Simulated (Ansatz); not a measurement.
Input and command of a plane-wave DFT calculation in Ansatz:

```yaml
crystal:
  lattice:
    - [2.6247359765, 0.0, 0.0]
    - [-1.3123679883, 2.2730880339, 0.0]
    - [0.0, 0.0, 4.3197]
  atoms:
    - { symbol: Os, position: [0.3333333333, 0.6666666667, 0.25] }
    - { symbol: Os, position: [0.6666666667, 0.3333333333, 0.75] }
basis:
  ecutwfc: 420
kpoints:
  mp_grid: { grid: [18, 18, 12] }
hamiltonian:
  xc: pbe
scf:
  occupations: { method: gaussian, width: 0.15 }
output:
  forces: true
  stress: true
  eigenvalues: true
```

```bash
ansatz run input.yaml --threads 1 --pin off --max-ram 2560MiB --backend cpu --events-out ev --progress --plain --runs-dir out
```

Processor: Arm Neoverse V1, 1 thread, on a host shared with other jobs.

Question: Estimate time, memory and problem size.

Answer: About 6.1 s on 1 thread of Arm Neoverse V1, on a shared host, peak memory 0.36 GiB. It solves 20 bands at 259 k points (the mesh reduced by symmetry) with about 525 plane waves, in 6 SCF iterations.
